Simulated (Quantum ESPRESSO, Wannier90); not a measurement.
# Wannierisation of Ca(HO)2 (P-3m1)

```
Ca(HO)2
1.0
    3.57933     0.00000     0.00000
   -1.78967     3.09979     0.00000
    0.00000     0.00000     4.82144
Ca H O
1 2 2
Cartesian
  0.00000   0.00000   0.00000
 -1.78967   1.03326  -2.11734
  1.78967  -1.03326   2.11734
 -1.78967   1.03326  -1.15194
  1.78967  -1.03326   1.15194
```

Cell from Materials Project (mp-23879), symmetrised, no further relaxation. COD (Crystallography Open Database) has an entry of this formula and space group (matched by these alone). Computed values, not measurements, from PBEsol: Quantum ESPRESSO (norm-conserving PseudoDojo potentials, cutoff 68 Ry, no spin polarisation, no spin-orbit coupling) on a Γ-centred 6×6×4 mesh, then Wannier90. Density: 12×12×6 mesh, cold smearing 0.01 Ry. The cell is built of weakly bound layers, chains or molecules. Database cells relaxed without dispersion often hold them too far apart, which can enlarge gaps and weakens couplings between them; spacing and stacking were not compared with the measured crystal.

Functional, cutoff and mesh named above are those of the base row (6×6×4); the first column says what each row takes instead. Model: 8 functions from bands 5-12, start SCDM (isolated) (the valence bands). Energies are relative to the valence-band maximum; the misfit is to pw.x on a path, for all bands of the set. Only the mesh of Bloch states changes. Ω_total can sit in another minimum from row to row; Ω_I of an isolated set cannot.

Q: Among the meshes 2×2×2, 3×3×2, 4×4×3, 5×5×3, 6×6×4, 7×7×5, which is the coarsest that interpolates to 20 meV rms?

A: 4×4×3.

```tsv
mesh	Ω_I (Å²)	Ω_total (Å²)	rms misfit (meV)	k-points (cost)	rough cost of nscf and overlaps (first row = 1)
2×2×2	5.33	6.00	153	8	1.0
3×3×2	6.39	7.15	26	18	1.6
4×4×3	6.91	7.69	6.4	48	3.0
5×5×3	7.15	7.93	4.0	75	4
6×6×4	7.34	8.12	1.4	144	12
7×7×5	7.45	8.23	1.1	245	17
```

Ω_I still rises with the mesh: the finite-difference spreads converge slowly and from below.
